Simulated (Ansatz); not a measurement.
Computed with Ansatz, DFT PBE, scalar-relativistic, plane waves, PAW. Settings: cutoff 420 eV, Γ-centred meshes spaced at most about 0.3 Å⁻¹ (2π included), Gaussian smearing. No spin polarisation in the final relaxations.

All energies are static (0 K, no zero-point motion).

Compare these two cells of Sn4Se3S, each relaxed at this level.

A.

```
Sn Se S
1.0
    -3.00691    3.00691    6.00814
     3.00691   -3.00691    6.00814
     3.00691    3.00691   -6.00814
Sn Se S
4 3 1
Direct
  0.50000 0.00000 0.50000
  0.25672 0.25672 0.00000
  0.00000 0.50000 0.50000
  0.74328 0.74328 0.00000
  0.75000 0.25000 0.50000
  0.25000 0.75000 0.50000
  0.00000 0.00000 0.00000
  0.50000 0.50000 0.00000
```

B.

```
Sn Se S
1.0
     5.94314   -2.10068    0.00000
     5.94314    2.10068    0.00000
    -0.00757    0.00000    8.87856
Sn Se S
4 3 1
Direct
  0.87257 0.87257 0.98391
  0.87300 0.87300 0.48558
  0.12363 0.12363 0.23317
  0.12599 0.12599 0.71586
  0.64242 0.64242 0.01907
  0.35409 0.35409 0.27148
  0.35568 0.35568 0.76874
  0.65470 0.65470 0.52219
```

Task: Which form is favoured at zero pressure, and by what margin per atom?

Result: B is lower, by 13 meV/atom. A has Se and S ordered on rock salt sites, space group I4/mmm (No. 139), 27.2 Å³/atom and a gap of 0.14 eV on its mesh; B has space group Cm (No. 8), 27.7 Å³/atom and a gap of 0.75 eV. Counting S or Se atoms around Sn (for each partner element, those within 1.25 times its shortest distance or 1.15 times the sum of covalent radii, where it is the nearest in units of that sum or under 1.3; a plus sign parts groups by distance over the sum of covalent radii; a slash parts the counts of unlike sites), A has Sn 6 and B has Sn 3/3+2. Both come from invented guesses.

No dispersion correction is applied, so the spacing and binding between layers, chains or molecules are poorly described (Cm), and this can change margins and order among such cells. Kohn–Sham gaps at this level usually fall short of measured ones. Cells relaxed within their symmetry can be saddle points; a later kick test found a lower structure for Sn4Se3S I4/mmm.
